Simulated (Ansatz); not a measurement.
Ti2AlB2:
Space group P-6m2 (No. 187); a = b = 3.0064 Å, c = 7.6689 Å, α = β = 90.00°, γ = 120.00°

```
atom  site  symmetry       x       y       z
----  ----  --------  ------  ------  ------
Ti      2h       3m.  0.3333  0.6667  0.2962
Al      1a      -6m2  0.0000  0.0000  0.0000
B       1b      -6m2  0.0000  0.0000  0.5000
B       1f      -6m2  0.6667  0.3333  0.5000
```

Relaxed with r²SCAN (plane waves, PAW; program Ansatz). Indices refer to the conventional cell of P-6m2, a = b = 3.006 Å, c = 7.669 Å, α = β = 90.00°, γ = 120.00°.

Simulate the powder diffraction pattern (Co Kα, λ = 1.79026 Å; lines above 1 %) up to 2θ = 90°.

Simulated powder pattern, Co Kα, λ = 1.79026 Å (kinematic, ideal powder, no thermal factors, no anomalous dispersion; the 30 strongest lines at most, above 1 %, up to 2θ = 90°):

```json
[
 {"2θ (°)": "13.41", "d (Å)": "7.669", "I/Imax (%)": "19", "hkl": "(0001)"},
 {"2θ (°)": "27.00", "d (Å)": "3.834", "I/Imax (%)": "9.6", "hkl": "(0002)"},
 {"2θ (°)": "40.22", "d (Å)": "2.604", "I/Imax (%)": "51", "hkl": "(1 0 -1 0)"},
 {"2θ (°)": "40.99", "d (Å)": "2.556", "I/Imax (%)": "19", "hkl": "(0003)"},
 {"2θ (°)": "42.58", "d (Å)": "2.465", "I/Imax (%)": "24", "hkl": "(1 0 -1 1)"},
 {"2θ (°)": "49.11", "d (Å)": "2.154", "I/Imax (%)": "100", "hkl": "(1 0 -1 2)"},
 {"2θ (°)": "55.66", "d (Å)": "1.917", "I/Imax (%)": "6.7", "hkl": "(0004)"},
 {"2θ (°)": "58.78", "d (Å)": "1.824", "I/Imax (%)": "26", "hkl": "(1 0 -1 3)"},
 {"2θ (°)": "70.87", "d (Å)": "1.544", "I/Imax (%)": "2.6", "hkl": "(1 0 -1 4)"},
 {"2θ (°)": "71.41", "d (Å)": "1.534", "I/Imax (%)": "3.0", "hkl": "(0005)"},
 {"2θ (°)": "73.09", "d (Å)": "1.503", "I/Imax (%)": "25", "hkl": "(1 1 -2 0)"},
 {"2θ (°)": "79.52", "d (Å)": "1.400", "I/Imax (%)": "2.7", "hkl": "(1 1 -2 2)"},
 {"2θ (°)": "85.27", "d (Å)": "1.322", "I/Imax (%)": "19", "hkl": "(1 0 -1 5)"},
 {"2θ (°)": "86.88", "d (Å)": "1.302", "I/Imax (%)": "4.9", "hkl": "(2 0 -2 0)"},
 {"2θ (°)": "87.39", "d (Å)": "1.296", "I/Imax (%)": "12", "hkl": "(1 1 -2 3)"},
 {"2θ (°)": "88.44", "d (Å)": "1.283", "I/Imax (%)": "2.9", "hkl": "(2 0 -2 1)"}
]
```

The start of the workflow was typed in or built on a structure type; neither database checked (COD, Materials Project) lists it. Its standing as an ambient phase is unchecked. Symmetry was held in the r²SCAN relaxation; whether a distortion lowers the energy is not shown. No spin polarisation was allowed.

Potentials: the earlier of the program's two PAW sets. The files were generated under PBE; for other functionals the program regenerates the frozen cores, and for LDA and PBEsol the local potential too.
